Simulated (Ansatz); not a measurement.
VCu3S4 in space group P-43m (No. 215; V on 1a, Cu on 3d, S on 4e), plane-wave PAW LDA (Ansatz code): ε∞ = 7.83, cell volume 144.13 Å³. Infrared-active transverse modes:

| ω_TO (cm⁻¹) | oscillator strength S_xx (e²/amu) |
|---|---|
| 227.6 | 0.02055 |
| 310.8 | 0.01234 |
| 459.6 | 0.1202 |

Q: Compute the static dielectric constant.

A: Each mode adds (4.921e7/V) S/ω²: 0.14, 0.04, 0.19. So ε0 = 8.20.

The first step of the workflow began from a Materials Project structure, measured or hypothetical; the Crystallography Open Database files this formula in space group No. 215, but the cells were not matched. Its standing as an ambient phase is unchecked. The LDA relaxation kept the symmetry of its start; phonons on a q-mesh show no instability. The run is not spin-polarised.

Potentials: the later of the program's two PAW sets.
